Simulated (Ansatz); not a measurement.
Computed properties of HfGeO3

HfGeO3:
Space group P4mm (No. 99); a = b = 3.996 Å, c = 4.246 Å, α = β = γ = 90.00°

```csv
atom,site,symmetry,x,y,z
Hf,1b,4mm,0.5000,0.5000,0.5691
Ge,1a,4mm,0.0000,0.0000,0.1900
O,2c,2mm.,0.0000,0.5000,0.4553
O,1b,4mm,0.5000,0.5000,0.0206
```

Space group P4mm (No. 99); conventional cell a = b = 3.9959 Å, c = 4.2459 Å, α = β = γ = 90.00°.

Method: PBEsol in the plane-wave PAW code Ansatz. The cell and atoms are relaxed at this level. Other levels are named where they apply.

### Cell and energy

```
Item                                                           Value
-----------------------------------------------------  -------------
Volume per atom                                             13.56 Å³
Density                                                   7.33 g/cm³
Formation energy from the elements (no fitted shifts)  -2.29 eV/atom
```

### Electronic structure

```
Property                                                                  Result
----------------------------------------  --------------------------------------
Band gap                                                      1.39 eV (indirect)
Valence-band maximum                                                        at X
Conduction-band minimum                                                     at Z
Smallest direct gap on the standard path                                 2.37 eV
Electron effective mass                   0.47, 0.58, 0.58 mₑ (principal values)
Hole effective mass                        0.44, 0.81, 1.6 mₑ (principal values)
```

### Dielectric response

```
Item                                                                      Result
----------------------------------------  --------------------------------------
Electronic dielectric constant ε∞ (DFPT)               6.29 (xx = yy), 5.39 (zz)
Born charges (a third of the trace)       Hf +5.12, Ge +3.55, O -2.94 to -2.79 e
```

The start of the workflow was typed in or built on a structure type; neither database checked (COD, Materials Project) lists it. Whether it is the stable phase at ambient conditions was not checked. Symmetry was held in the PBEsol relaxation; whether a distortion lowers the energy is not shown. The run is not spin-polarised. The references are the lowest solids computed at this level, not always the standard phases (solids in place of the gases). Scalar-relativistic: spin–orbit coupling is off unless named, which matters more the heavier the elements.

Potentials: the later of the program's two PAW sets.
